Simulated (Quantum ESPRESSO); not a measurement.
# Kohn-Sham bands of CaIn (CsCl type)

```
CaIn
1.0
    3.84337     0.00000     0.00000
    0.00000     3.84337     0.00000
    0.00000     0.00000     3.84337
Ca In
1 1
Direct
  0.00000   0.00000   0.00000
  0.50000   0.50000   0.50000
```

Cell from Materials Project (mp-20263), symmetrised, no further relaxation. Not found in the COD (Crystallography Open Database) copy used; not checked further. Method: PBEsol plane waves in Quantum ESPRESSO 7.5 (PseudoDojo norm-conserving files, 56 Ry, no spin polarisation, no spin-orbit coupling), Bloch states on a 8×8×8 mesh through Γ, Wannier90 4.0.1. Density: 12×12×12 mesh, cold smearing 0.01 Ry. Spin-orbit coupling is left out although heavy elements are present.

### Question
List the Kohn-Sham levels between −8 and 3.0 eV relative to the Fermi level at the high-symmetry points, as a band run of pw.x on that density gives them (levels within 2 meV counted together).

### Answer
```tsv
point	k (reciprocal lattice)	levels (eV)
Γ	0.000 0.000 0.000	-7.45, 1.17 (×2), 2.93 (×3)
X	0.000 0.500 0.000	-5.57, -3.36, 1.68, 1.73 (×2)
M	0.500 0.500 0.000	-4.60, -1.37 (×2), 0.64
R	0.500 0.500 0.500	-2.54, -1.38 (×3)
```
